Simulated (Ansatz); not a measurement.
Relaxed SrO (rock salt):

```xyz
2
Lattice="0.0000 2.5611 2.5611 2.5611 0.0000 2.5611 2.5611 2.5611 0.0000" Properties=species:S:1:pos:R:3 pbc="T T T"
O      0.0000     0.0000     0.0000
Sr     2.5611     2.5611     2.5611
```

Scan: atom 2 (Sr, nearest neighbour O at 2.561 Å; its periodic images, 3.6 Å or more away, move with it) is displaced along Cartesian [111], direction (0.577, 0.577, 0.577) in Cartesian axes, by s. The other atoms stay.

Method: PBEsol (plane waves to 420 eV, PAW, scalar-relativistic; Ansatz, a program for electronic structure). k mesh 9×9×9 (Γ-centred), Fermi-Dirac smearing 0.05 eV. Energies are smeared free energies. SrO was relaxed with its symmetry unable to fall. The zero of ΔE is the undisplaced structure.

| s (Å) | ΔE (meV/cell) |
|---|---|
| -0.770 | 744 |
| -0.616 | 464 |
| -0.462 | 249 |
| -0.308 | withheld |
| -0.154 | 25 |
| 0.000 | 0 |
| 0.154 | 25 |
| 0.308 | withheld |
| 0.462 | 249 |
| 0.616 | 464 |
| 0.770 | 744 |

### Question
Fit an even polynomial form (powers 2, 4, 6) to the given rows and predict ΔE at s = 0.308.

### Answer
Least squares on the 9 given rows: ΔE = (1052)·s² + (644.5)·s⁴ + (-509.2)·s⁶, in meV/cell with s in Å; root-mean-square residual 0.2 meV/cell. At 0.308 the fit gives 105 meV/cell; the calculation gives 104 meV/cell, so the interpolation is off by 1 (+1.0 %). The quadratic term alone would give 100 meV/cell.

(For displaced atoms, the force is minus the slope of the energy, and its curvature is a force constant, which sets phonon frequencies.)
